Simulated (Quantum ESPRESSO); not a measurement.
Simulation results for GaSi6N (made-up cell)

Calculation on a made-up crystal cell, not a measurement: periodic Kohn-Sham density functional theory in plane waves with PseudoDojo standard norm-conserving scalar-relativistic pseudopotentials, each functional with its own files (v0.5 for PBE, v0.4.1 for LDA and PBEsol), no spin polarisation, no spin-orbit coupling, atoms not relaxed, stress positive in tension, energies less a fixed whole-eV offset for each atom's element; levels are Kohn-Sham levels at fractions of this cell's reciprocal vectors, counted from the reference band (half the neutral cell's valence electrons, rounded up) at Gamma; error bars cover cutoff and k-mesh only, not smearing or the files; added strain carries the atoms with the cell, and shear is the tensor component; each bar is the largest change over components, and at least 0.002 eV, 0.002 eV per angstrom or 0.02 GPa; energies are for the whole cell, and the offsets were chosen from early runs and are not element reference energies. Program: Quantum ESPRESSO 7.5.

Common to all runs: lattice type zincblende/diamond; functional pbe; cutoff 1143 eV; fermi dirac smearing 0.1 eV; scf tolerance 1e-07 eV; electrons removed 0; added strain kind uniform; k mesh 6 x 6 x 6, shifted by half a step.

(1) GaSi6N (made-up cell)

Unstrained structure:
```
CELL_PARAMETERS angstrom
5.43050 0.00090 -0.01700
0.00090 5.50800 0.02810
-0.01700 0.02810 5.43870
ATOMIC_POSITIONS crystal
Si 0.00827 0.99889 0.00746
Si 0.00607 0.51196 0.48427
Si 0.47857 0.98746 0.49177
Si 0.51035 0.52058 0.00005
Si 0.22197 0.22320 0.26019
Ga 0.25149 0.73233 0.75097
Si 0.75712 0.22697 0.75058
N 0.75689 0.74844 0.25240
```

```
added strain             : -0.013
structure shown          : before the added strain of -0.013
free energy less offsets : 2.634 eV
smearing term minus ts   : -0.07335 eV
scf iterations           : 11
pressure                 : -2.241 GPa
stress xx                : 2.615 GPa
stress yy                : 2.577 GPa
stress zz                : 1.53 GPa
stress yz                : -0.01772 GPa
stress xz                : -4.016 GPa
stress xy                : 1.05 GPa
fermi level              : -0.17 eV
reference band           : 21
error bar energy         : 0.00315 eV
error bar stress         : 0.0292 GPa
error bar force          : 0.007676 eV/Å
error bar next band up   : 0.002 eV
error bar fermi level    : 0.01351 eV
error bars from          : tighter rerun of a related cell
```

Atoms:
```
atoms element  atom site  atom energy offset (eV)
           Si          1                     -115
           Si          2                     -115
           Si          3                     -115
           Si          4                     -115
           Si          5                     -115
           Ga          6                    -2080
           Si          7                     -115
            N          8                     -283
```

Forces:
```
site  x (eV/Å)  y (eV/Å)  z (eV/Å)
   1    -1.886    -2.485   -0.3994
   2    -2.426   0.08201   -0.6261
   3     2.556   -0.5994  -0.03983
   4     1.838    -1.329     1.974
   5     1.633     2.486   -0.2273
   6   -0.6696    0.8963    0.1578
   7   -0.8494     1.385   -0.5544
   8   -0.1953   -0.4351   -0.2853
```

Levels:
```
level k point  next band up (eV)
        Gamma             0.2898
(1/2,1/2,1/2)            -0.1069
   (0.15,0,0)           -0.01917
   (0,0.15,0)          -0.008331
   (0,0,0.15)           0.002086
```

(2) GaSi6N (made-up cell)

Structure as in entry 1.

```
added strain             : -0.0093
structure shown          : before the added strain of -0.0093
free energy less offsets : 2.663 eV
smearing term minus ts   : -0.07401 eV
scf iterations           : 11
pressure                 : -3.033 GPa
stress xx                : 3.387 GPa
stress yy                : 3.359 GPa
stress zz                : 2.352 GPa
stress yz                : 0.003115 GPa
stress xz                : -3.766 GPa
stress xy                : 0.9821 GPa
fermi level              : -0.1698 eV
reference band           : 21
error bar energy         : 0.00315 eV
error bar stress         : 0.0292 GPa
error bar force          : 0.007676 eV/Å
error bar next band up   : 0.002 eV
error bar fermi level    : 0.01351 eV
error bars from          : tighter rerun of a related cell
```

Atoms:
```
atoms element  atom site  atom energy offset (eV)
           Si          1                     -115
           Si          2                     -115
           Si          3                     -115
           Si          4                     -115
           Si          5                     -115
           Ga          6                    -2080
           Si          7                     -115
            N          8                     -283
```

Forces:
```
site  x (eV/Å)  y (eV/Å)  z (eV/Å)
   1    -1.837    -2.403   -0.3938
   2    -2.364   0.05771   -0.6051
   3     2.482   -0.5695  -0.02538
   4     1.792    -1.307     1.914
   5      1.59     2.417   -0.2218
   6   -0.6474    0.8832    0.1495
   7   -0.8272     1.357   -0.5326
   8   -0.1891   -0.4353   -0.2844
```

Levels:
```
level k point  next band up (eV)
        Gamma             0.2876
(1/2,1/2,1/2)            -0.1089
   (0.15,0,0)           -0.01636
   (0,0.15,0)          -0.005666
   (0,0,0.15)           0.005359
```

(3) GaSi6N (made-up cell)

Structure as in entry 1.

```
added strain             : -0.0026
structure shown          : before the added strain of -0.0026
free energy less offsets : 2.738 eV
smearing term minus ts   : -0.07524 eV
scf iterations           : 11
pressure                 : -4.362 GPa
stress xx                : 4.682 GPa
stress yy                : 4.673 GPa
stress zz                : 3.732 GPa
stress yz                : 0.0418 GPa
stress xz                : -3.342 GPa
stress xy                : 0.8652 GPa
fermi level              : -0.1701 eV
reference band           : 21
error bar energy         : 0.00315 eV
error bar stress         : 0.0292 GPa
error bar force          : 0.007676 eV/Å
error bar next band up   : 0.002 eV
error bar fermi level    : 0.01351 eV
error bars from          : tighter rerun of this cell
```

Atoms:
```
atoms element  atom site  atom energy offset (eV)
           Si          1                     -115
           Si          2                     -115
           Si          3                     -115
           Si          4                     -115
           Si          5                     -115
           Ga          6                    -2080
           Si          7                     -115
            N          8                     -283
```

Forces:
```
site  x (eV/Å)  y (eV/Å)   z (eV/Å)
   1     -1.75    -2.259     -0.383
   2    -2.256   0.01438    -0.5695
   3     2.355   -0.5174  -0.001253
   4     1.712    -1.268      1.807
   5     1.513     2.299    -0.2133
   6   -0.6092    0.8593     0.1378
   7   -0.7873     1.308     -0.495
   8   -0.1776   -0.4361    -0.2826
```

Levels:
```
level k point  next band up (eV)
        Gamma              0.283
(1/2,1/2,1/2)             -0.113
   (0.15,0,0)           -0.01171
   (0,0.15,0)          -0.001398
   (0,0,0.15)            0.01078
```

(4) GaSi6N (made-up cell)

Structure as in entry 1.

```
added strain             : 0.0102
structure shown          : before the added strain of 0.0102
free energy less offsets : 2.954 eV
smearing term minus ts   : -0.07765 eV
scf iterations           : 11
pressure                 : -6.544 GPa
stress xx                : 6.806 GPa
stress yy                : 6.828 GPa
stress zz                : 6 GPa
stress yz                : 0.1057 GPa
stress xz                : -2.618 GPa
stress xy                : 0.6705 GPa
fermi level              : -0.1696 eV
reference band           : 21
error bar energy         : 0.00315 eV
error bar stress         : 0.0292 GPa
error bar force          : 0.007676 eV/Å
error bar next band up   : 0.002 eV
error bar fermi level    : 0.01351 eV
error bars from          : tighter rerun of a related cell
```

Atoms:
```
atoms element  atom site  atom energy offset (eV)
           Si          1                     -115
           Si          2                     -115
           Si          3                     -115
           Si          4                     -115
           Si          5                     -115
           Ga          6                    -2080
           Si          7                     -115
            N          8                     -283
```

Forces:
```
site  x (eV/Å)  y (eV/Å)  z (eV/Å)
   1    -1.596    -2.006     -0.36
   2    -2.064  -0.05909   -0.5101
   3      2.13   -0.4285   0.04028
   4     1.571    -1.194     1.621
   5     1.374     2.087   -0.1986
   6   -0.5402    0.8169    0.1159
   7   -0.7171     1.219   -0.4293
   8   -0.1578   -0.4354    -0.279
```

Levels:
```
level k point  next band up (eV)
        Gamma             0.2757
(1/2,1/2,1/2)             -0.119
   (0.15,0,0)          -0.001012
   (0,0.15,0)           0.008441
   (0,0,0.15)            0.02235
```
